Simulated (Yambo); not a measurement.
Yambo input for SrO (rock salt, space group Fm-3m, No. 225) under isotropic strain of -0.7 % on all lattice vectors (a = 3.594 Å, b = 3.594 Å, c = 3.594 Å, α = 60.00°, β = 60.00°, γ = 60.00°), on PBEsol (Quantum ESPRESSO, PseudoDojo norm-conserving, 84 Ry, scalar-relativistic) wavefunctions on a 18×18×18 mesh:

```
optics
chi
dipoles
kernel
FFTGvecs= 40 Ry
Chimod= "HARTREE"
NGsBlkXd= 4 Ry
% QpntsRXd
 1 | 1 |
%
% BndsRnXd
 1 | 27 |
%
GrFnTpXd= "R"
% EnRngeXd
 0.0 | 20.0 | eV
%
% DmRngeXd
 0.2 | 0.2 | eV
%
CGrdSpXd= 50
ETStpsXd= 161
% LongDrXd
 1.0 | 0.0 | 0.0 |
%
```

First lines of the file o-*.eps_q1_inv_rpa_dyson:

```
Absorption @ Q(1):   1.00000000     0.00000000     0.00000000    [q->0 direction]
#
# [ X ] Hartree size     :   51
# [GEN] GF Energies     : Perdew, Burke & Ernzerhof SOL(X)+Perdew, Burke & Ernzerhof SOL(C)
# [GEN] Green`s Function     : Retarded
#
# [GEN] Gauge     : Length
# [GEN] [r,Vnl] included     : yes
#
#    E[1] [eV]     Im(eps)     Re(eps)     Im(eps_o)     Re(eps_o)
#
     0.000000     0.223561E-8     3.691874     0.41507E-18     4.034133
     0.125000     0.002519     3.692656     0.002817     4.035007
     0.250000     0.005054     3.695008     0.005653     4.037637
     0.375000     0.007625     3.698944     0.008529     4.042040
     0.500000     0.010248     3.704493     0.011464     4.048246
     0.625000     0.012944     3.711691     0.014480     4.056299
     0.750000     0.015735     3.720591     0.017604     4.066255
     0.875000     0.018644     3.731257     0.020860     4.078187
     1.000000     0.021698     3.743769     0.024281     4.092187
     1.125000     0.024931     3.758226     0.027903     4.108365
     1.250000     0.028380     3.774746     0.031768     4.126855
     1.375000     0.032089     3.793474     0.035927     4.147818
     1.500000     0.036116     3.814582     0.040444     4.171452
     1.625000     0.040529     3.838282     0.045398     4.197993
     1.750000     0.045417     3.864828     0.050889     4.227730
     1.875000     0.050896     3.894535     0.057048     4.261019
     2.000000     0.057119     3.927793     0.064049     4.298299
     2.125000     0.064297     3.965089     0.072133     4.340123
     2.250000     0.072729     4.007048     0.081637     4.387198
     2.375000     0.082851     4.054479     0.093060     4.440442
     2.500000     0.095339     4.108455     0.107169     4.501073
     2.625000     0.111288     4.170429     0.125213     4.570738
     2.750000     0.132607     4.242386     0.149366     4.651695
     2.875000     0.162912     4.326976     0.183751     4.746955
     3.000000     0.209660     4.427016     0.236871     4.859723
     3.125000     0.288237     4.541050     0.326285     4.988341
     3.250000     0.418170     4.647319     0.474373     5.107952
     3.375000     0.588374     4.701492     0.668427     5.167584
     3.500000     0.741919     4.689951     0.842612     5.152056
     3.625000     0.839654     4.674017     0.954083     5.132717
     3.750000     0.960804     4.677351     1.093294     5.131821
     3.875000     1.052468     4.635645     1.194864     5.079830
     4.000000     1.125807     4.643782     1.276674     5.084992
```
(The file goes on to the top of the energy range.) Convergence of the RPA response with its 18×18×18 mesh was not tested.

Geometry strained from the cell relaxed with PBEsol, atoms relaxed again.
